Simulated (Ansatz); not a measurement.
## Two states of VF3

```yaml
crystal:
  lattice:
    - [2.58228, 1.49088, 4.47635]
    - [-2.58228, 1.49088, 4.47635]
    - [0.00000, -2.98177, 4.47635]
  atoms:
    - { symbol: V, position: [0.00000, 0.00000, 0.00000] }
    - { symbol: V, position: [0.50000, 0.50000, 0.50000] }
    - { symbol: F, position: [0.65010, 0.84990, 0.25000] }
    - { symbol: F, position: [0.25000, 0.65010, 0.84990] }
    - { symbol: F, position: [0.84990, 0.25000, 0.65010] }
    - { symbol: F, position: [0.34990, 0.15010, 0.75000] }
    - { symbol: F, position: [0.75000, 0.34990, 0.15010] }
    - { symbol: F, position: [0.15010, 0.75000, 0.34990] }
```

Single point in Ansatz 0.2.0 with r2SCAN, with U_eff = 4.63 eV on V d (all-electron-ortho-atomic projectors). Cutoff 500 eV, PAW datasets, 5×5×5 Γ-centred k mesh, tetrahedron filling.

State A: V1 up, V2 up (collinear spin). State B: V1 up, V2 down (collinear spin).

Q: Which state is lower, and how do they differ?

A: They are level within 1 meV an atom.

```
state  free energy (meV/atom)  largest moment in a small sphere (μB)  net moment (μB/cell)  gap on mesh (eV)  pressure (GPa)  largest force (eV/Å)
    A                     0.7                                   1.56                  4.00              3.29             4.0                  0.23
    B                     0.0                                   1.55                  0.00              4.21             3.9                  0.21
```

Origin: a database entry at a rescaled volume. Caveats: empty levels are not fully converged; an odd or shifted mesh can miss the band edges, so this level's true gap may be smaller; forces and stress under tetrahedra may miss the slope of the energy.
